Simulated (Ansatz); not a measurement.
A geometry of BaS₂ away from equilibrium: step 2 of the relaxation of a relaxed BaS2 cell, doubled along one cell vector, shaken by Gaussian noise of σ = 0.08 Å a coordinate. These are r2SCAN (plane waves to 500 eV, PAW, scalar-relativistic; Ansatz, a quantum-chemistry and plane-wave program) values and carry that method's errors. Γ-centred k-mesh 6×6×2 on the run's cell (coarser than for final values), Fermi–Dirac smearing 0.05 eV.

```
CELL_PARAMETERS angstrom
      4.67880    -2.40150    -0.00297
      4.67882     2.40152     0.00839
     -8.58489     0.03793    16.07248
ATOMIC_POSITIONS crystal
  Ba 0.15029 0.85427 0.37233
  Ba 0.14781 0.86794 0.88153
  Ba 0.85994 0.13856 0.12170
  Ba 0.85727 0.13112 0.62061
  S  0.48939 0.19219 0.23772
  S  0.48099 0.19556 0.73653
  S  0.52446 0.80385 0.25851
  S  0.51777 0.79846 0.75883
  S  0.81005 0.51283 0.00700
  S  0.81143 0.49866 0.51066
  S  0.19236 0.49375 0.49030
  S  0.19915 0.48462 0.98887
```

Problem. What forces act on the atoms (eV/Å)?

Solution. 
```
atom     Fx     Fy     Fz
----  -----  -----  -----
Ba1    0.02   0.01   0.23
Ba2   -0.06  -0.03  -1.08
Ba3    0.03  -0.02   0.26
Ba4   -0.03   0.00   0.51
S5    -0.06  -0.04  -0.07
S6    -0.54  -0.28   0.28
S7     0.04   0.05  -0.09
S8     0.54   0.27   0.04
S9     0.12  -0.04   0.28
S10    0.67  -0.17  -0.33
S11   -0.62   0.14  -0.18
S12   -0.11   0.09   0.14
```

Problem. What is the pressure?

Solution. -0.7 GPa, compression positive.

Problem. How far above the relaxed end point is this geometry?

Solution. 0.01 eV/atom; the path ends in C2/c (No. 15).

The relaxed cell holds bonded S–S pairs (2.11 Å). No spin polarisation in the result.
